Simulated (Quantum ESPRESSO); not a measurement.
# Where does O sit best among S sites?

These are calculations, not measurements. They come from pw.x of Quantum ESPRESSO 7.5, a plane-wave density functional program, with PseudoDojo standard norm-conserving files (v0.5 for PBE, v0.4.1 for LDA and PBEsol). The cells are made up: elements, strain and atom displacements were drawn at random, and nothing was relaxed. There is no spin polarisation, spin-orbit coupling or dispersion term.

The cell has 8 sites of a zincblende or diamond lattice. Sites 1 to 4 hold Zn Zn Zn Zn; sites 5 to 8 hold X X X X. Cell vectors in Å: (5.597, 0.082, 0.022); (0.082, 5.711, -0.043); (0.022, -0.043, 5.717). Settings: PBE, cutoff 1143 eV, 4 x 4 x 4 k mesh shifted by half a step, Fermi-Dirac smearing of 0.025 eV.

In each run one of the sites marked X holds O and the others hold S; cell and positions stay the same. E is the free energy of the cell.

```
site of the guest  first shell  mean distance (Å)  E above the lowest (eV)  P (GPa)  force on the guest (eV/Å)
                5          Zn4              2.487                    0.227    -9.41                      0.118
                6          Zn4              2.448                    0.000    -9.88                      0.610
                7          Zn4              2.474                    0.168    -9.54                      0.221
                8          Zn4              2.437                    0.050    -9.82                      0.367
```

A rerun of one of these cells at 1437 eV and k mesh 6 x 6 x 6 moved values by no more than 0.002 eV in the cell's energy, 0.02 GPa in stress and 0.002 eV/Å in force.

## Reading the table

Site 6 is lowest, by 0.050 eV, over three times the rerun's bound. A straight line of energy against the mean distance has a slope of 4.2 ± 1.3 eV/Å, so the guest costs less on the tighter sites. The positions are random and not relaxed, so the differences hold for this frozen cell and are not site preferences of a real crystal.